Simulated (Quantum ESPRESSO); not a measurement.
One change at a time to Al2Cu2MoTi3

All numbers below are calculated, not measured. They come from Quantum ESPRESSO 7.5, a public plane-wave density functional program. Each row is one single-point run on a made-up periodic cell of eight metal atoms, with elements, volume, strain and displacements drawn at random and not relaxed, so a cell may be unstable or far from any real phase. There is no spin polarisation or spin-orbit coupling.

Settings: PBE unless stated; PseudoDojo standard norm-conserving files; Fermi-Dirac width 0.25 eV, which means electrons at about 2900 K; cutoff 1252 eV; 5 x 5 x 4 k mesh shifted half a step off Gamma. E is the free energy of the whole cell (internal energy minus TS), so a -TS column is already part of it. Stress is positive in tension, and the pressure P is minus a third of its trace.

Checks: one run of this series was repeated at a higher cutoff and on a denser mesh, which moved values by no more than 0.002 eV, 0.04 GPa and 0.004 eV/Å, and a second program with other atomic files agreed on it to 2 % rms in force and 0.5 GPa in pressure. Known limits: the copper pseudopotential is less sure than most, with forces differing by about three percent and pressure by about two GPa from a second method on plain copper; the tin pseudopotential is less sure than most, with forces differing by about three percent from a second method on plain tin; a spin test at this wide smearing found no moment, but such smearing suppresses magnetism that the real alloy may have.

The lattice is hexagonal close-packed, and the cell vectors in Å are (0.054, -0.005, -4.473); (0.040, 5.108, 0.005); (5.845, 0.046, -0.068), a volume of 133.51 Å³ in run 1. The elements on sites 1 to 8 are Ti Ti Al Cu Cu Mo Al Ti. Each later run makes one change to run 1 and keeps the rest. E is counted from run 1, and is n/a where other atomic files have another zero of energy.

```
run,change,V (Å³),P (GPa),-TS (eV),rms force (eV/Å),largest change of a force component (eV/Å),E (eV)
1,none,133.51,-7.10,-1.745,0.723,0.000,0.000
2,sites 1 and 4 exchanged,133.51,-7.30,-1.635,0.564,1.688,-0.269
3,all lengths scaled by -1.67 %,126.93,-2.09,-1.669,0.825,0.336,?
4,PBEsol in place of PBE,133.51,-11.22,-1.746,0.712,0.096,n/a
5,Sn on site 3,133.51,-1.18,-1.691,0.895,0.870,n/a
6,site 6 moved by +0.06 Å along z,133.51,-7.01,-1.742,0.728,0.223,0.023
```

## Worked estimate

Along a uniform scaling dE = -P dV. The mean of the two pressures is -4.595 GPa and the volume changes by -6.58 Å³, with 160.2 GPa to one eV/Å³. The same two rows give -V dP/dV = 99 GPa for this cell with clamped atoms, which is not the bulk modulus of a real alloy.

## Withheld value

Question: what E should run 3 give?

The estimate is -0.189 eV. The calculation gave -0.193 eV. The mean of two end points misses the curvature of P, and the finite cutoff adds a little.
